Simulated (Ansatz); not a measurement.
Starting cell, CoSi₂ (fluorite type, space group Fm-3m):

```xyz
3
Lattice="0.0000 2.6802 2.6802 2.6802 0.0000 2.6802 2.6802 2.6802 0.0000" Properties=species:S:1:pos:R:3 pbc="T T T"
Co     0.0000     0.0000     0.0000
Si     1.3401     1.3401     1.3401
Si     4.0203     4.0203     4.0203
```

Scan: atom 1 (Co, nearest neighbour Si at 2.321 Å; its periodic images, 3.8 Å or more away, move with it) is displaced along Cartesian z, direction (0.000, 0.000, 1.000) in Cartesian axes, by s. The other atoms stay.

These are PBE (plane waves to 420 eV, PAW, scalar-relativistic; Ansatz, a quantum-chemistry and plane-wave program) values and carry that method's errors. k mesh 12×12×12 (Γ-centred), Fermi-Dirac smearing 0.05 eV. Energies are smeared free energies. With partly filled bands, energies and forces of such displacements shift with the k mesh and the smearing. CoSi2 is run without spin polarisation. CoSi2 was relaxed with its symmetry unable to fall. The PAW data are Ansatz's earlier set. The zero of ΔE is the undisplaced structure. The last digit holds for this mesh only.

```
s (Å)   ΔE (meV/cell)
------  -------------
-0.700         2667.0
-0.560         1771.8
-0.420       withheld
-0.280          454.0
-0.140          113.3
0.000             0.0
0.140           113.3
0.280           454.0
0.420        withheld
0.560          1771.8
0.700          2667.0
```

Fit an even polynomial form (powers 2, 4, 6) to the given rows and predict ΔE at s = 0.420.

Least squares on the 9 given rows: ΔE = (5801)·s² + (-37.59)·s⁴ + (-1414)·s⁶, in meV/cell with s in Å; root-mean-square residual 0.20 meV/cell. At 0.420 the fit gives 1014.4 meV/cell; the calculation gives 1015.9 meV/cell, so the interpolation is off by -1.5 (-0.1 %). The quadratic term alone would give 1023.3 meV/cell.

(A displaced cell: forces are minus the slopes of the energy, force constants its curvatures, and phonons follow from these.)
